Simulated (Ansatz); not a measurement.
TiN:
```cif
data_NTi
_chemical_formula_sum 'N1 Ti1'
_space_group_name_H-M_alt 'P 1'
_space_group_IT_number 1
_cell_length_a 2.99272
_cell_length_b 2.99272
_cell_length_c 2.99272
_cell_angle_alpha 60.000
_cell_angle_beta 60.000
_cell_angle_gamma 60.000
loop_
_space_group_symop_operation_xyz
  'x, y, z'
loop_
_atom_site_label
_atom_site_type_symbol
_atom_site_fract_x
_atom_site_fract_y
_atom_site_fract_z
_atom_site_occupancy
N1 N 0.00000 0.00000 0.00000 1
Ti1 Ti 0.50000 0.50000 0.50000 1
```

Relaxed with r²SCAN.

### Question
Decompose the optical modes at the zone centre into irreducible representations, and say which are infrared and Raman allowed.

### Answer
Point group m-3m: Γ_opt = T1u. Infrared: T1u. Raman: none.

### Question
Assign frequencies (DFPT, the program Ansatz at the r²SCAN level (PAW)).

### Answer
T1u 521 cm⁻¹.

Space group Fm-3m (rock salt). Symmetry was held in the r²SCAN relaxation; of distortions, only those at the zone centre were tested. The run is not spin-polarised. With an odd number of electrons in the cell and no spin polarisation, the count alone makes it a metal. As this level gives no gap, phonon frequencies hold no LO–TO term and depend on the k-mesh and smearing (Fermi–Dirac, 0.1 eV here).

Potentials: the later of the program's two PAW sets.
